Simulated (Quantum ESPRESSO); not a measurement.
Band energies of AlP

```
CELL_PARAMETERS angstrom
      0.00000     2.73489     2.73489
      2.73489     0.00000     2.73489
      2.73489     2.73489     0.00000
ATOMIC_POSITIONS crystal
  Al 0.00000 0.00000 0.00000
  P  0.25000 0.25000 0.25000
```

norm-conserving PBEsol (Quantum ESPRESSO, 44 Ry, no spin-orbit coupling); path ΓXWKΓLUWLK,UX; energies in eV from the valence-band maximum.

```csv
k (1/Å),point,band 1,band 2,band 3,band 4,band 5,band 6,band 7
0.00,Γ,-11.50,0.00,0.00,0.00,3.13,4.49,4.49
0.31,,-11.23,-1.29,-0.55,-0.55,3.77,4.36,5.41
0.73,,-10.13,-3.84,-1.67,-1.67,2.21,3.22,8.11
1.15,X,-9.16,-5.32,-2.12,-2.12,1.45,2.37,10.92
1.61,,-9.11,-4.98,-3.10,-2.79,3.74,4.88,6.83
1.72,W,-9.11,-4.93,-3.20,-2.85,4.21,5.86,6.04
2.13,K,-9.19,-5.04,-3.46,-1.74,2.32,5.02,8.36
2.54,,-9.94,-4.36,-2.86,-0.85,3.67,5.98,6.12
2.84,,-10.81,-2.87,-1.48,-0.26,4.24,4.84,5.15
3.25,,-11.47,-0.25,-0.07,-0.01,3.32,4.48,4.52
3.35,Γ,-11.50,0.00,0.00,0.00,3.13,4.49,4.49
3.65,,-11.25,-1.63,-0.20,-0.20,3.54,4.87,4.87
4.04,,-10.32,-4.57,-0.64,-0.64,2.89,4.93,4.93
4.34,L,-9.82,-5.56,-0.77,-0.77,2.70,4.74,4.74
4.44,,-9.80,-5.53,-0.98,-0.81,2.90,4.64,4.85
4.84,,-9.38,-5.07,-3.18,-1.46,2.76,5.99,7.00
5.05,U,-9.19,-5.04,-3.46,-1.74,2.32,5.02,8.36
5.15,,-9.18,-5.02,-3.43,-1.91,2.57,5.04,7.83
5.45,W,-9.11,-4.93,-3.20,-2.85,4.21,5.86,6.04
5.55,,-9.14,-4.92,-3.30,-2.64,4.15,5.58,6.09
5.96,,-9.63,-5.34,-2.07,-1.18,3.70,4.30,5.91
6.26,L,-9.82,-5.56,-0.77,-0.77,2.70,4.74,4.74
6.35,,-9.80,-5.54,-0.93,-0.80,2.85,4.66,4.82
6.70,,-9.46,-5.15,-2.89,-1.35,2.95,5.79,6.54
6.97,K,-9.19,-5.04,-3.46,-1.74,2.32,5.02,8.36
6.97,U,-9.19,-5.04,-3.46,-1.74,2.32,5.02,8.36
7.37,X,-9.16,-5.32,-2.12,-2.12,1.45,2.37,10.92
```

The PBEsol gap is indirect, 1.45 eV, from Γ to X; the smallest direct gap is 3.13 eV.

Geometry relaxed with PBEsol.
